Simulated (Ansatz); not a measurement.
# TaSnO3: energy along a strain

TaSnO3, Pm-3m, a = 3.880 Å (as given, not relaxed at this level: 29.0 GPa). The structure is a COD entry; whether it is the stable form wasn't checked. Ansatz: PBEsol, PAW, 420 eV, Γ-centred 12×12×12 mesh on 5 atoms, Gaussian smearing 0.15 eV; no spin polarisation. Cell vectors (Å): 3.880 0.000 0.000; 0.000 3.880 0.000; 0.000 0.000 3.880. The cell is strained by x per cent times the pattern (1 0 0 0 0 0) in the order xx yy zz yz xz xy (engineering shears), with fractional coordinates held. y is the free energy over the start, V0 = 11.682 Å³/atom.

```tsv
x (%)	y (meV/atom)
-2.00	?
-1.50	36.93
-1.00	23.41
-0.50	11.12
0.00	0.00
0.50	-10.02
1.00	-18.99
1.50	-26.94
1.75	-30.55
2.00	-33.94
```

Fit y = c1 x + c2 x² + c3 x³ to the other rows, get the stiffness along the pattern, and predict the missing energy.

Least squares on the rows shown. y = −21.130 x + 2.2194 x² − 0.069677 x³. The clamped-ion stiffness p·C·p = 2 × 22.19 eV × 160.2 / 11.682 Å³ = 609 GPa, which is C11 in these axes (second derivative at the start, which stands under stress). At x = -2.00 the fit asked for gives 51.70 meV/atom. The run gave 51.74 meV/atom, so the fit is 0.04 meV/atom too low, a small miss on the scale of the series.

Spin polarisation was left out, and a magnetic state may lie lower. Spin–orbit coupling is left out, which can shift energies with elements as heavy as these.

Symmetry holds off the tilts and polar distortions that many cubic perovskites undergo.

Cost: 10 runs of about 2.3 core-minutes in all, on Arm Neoverse V2 (shared hosts).